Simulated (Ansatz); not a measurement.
MoS2 (2H-MoS2 type, space group P6_3/mmc)

```xyz
6
Lattice="3.1494 0.0000 0.0000 -1.5747 2.7274 0.0000 0.0000 0.0000 12.0903" Properties=species:S:1:pos:R:3 pbc="T T T"
Mo     0.0000     1.8183     3.0226
Mo     1.5747     0.9091     9.0677
S      0.0000     1.8183     7.5019
S      1.5747     0.9091     1.4568
S      1.5747     0.9091     4.5884
S      0.0000     1.8183    10.6335
```

Equation-of-state scan: isotropic scaling of the cell above, V₀ being its volume. The atoms relax within the cell's symmetry.

The numbers are results of PBE-D3(BJ) (plane waves to 420 eV, PAW, scalar-relativistic; Ansatz, an electronic-structure program), not measurements. k mesh 12×12×3 (Γ-centred), Fermi-Dirac smearing 0.05 eV. Compression counts positive. MoS2 is run without spin polarisation. MoS2 was relaxed with its symmetry unable to fall.

At one point of the scan the stress tensor (GPa) is:

```
   3.17     0.00     0.00
   0.00     3.17     0.00
   0.00     0.00     0.99
```

Question: Which point is it?
A) V/V₀ = 0.955
B) V/V₀ = 0.985
C) V/V₀ = 0.970
D) V/V₀ = 0.940

Answer: C, V/V₀ = 0.970

(Under strain, the slope of the energy per volume gives the stress and its curvature an elastic modulus.)
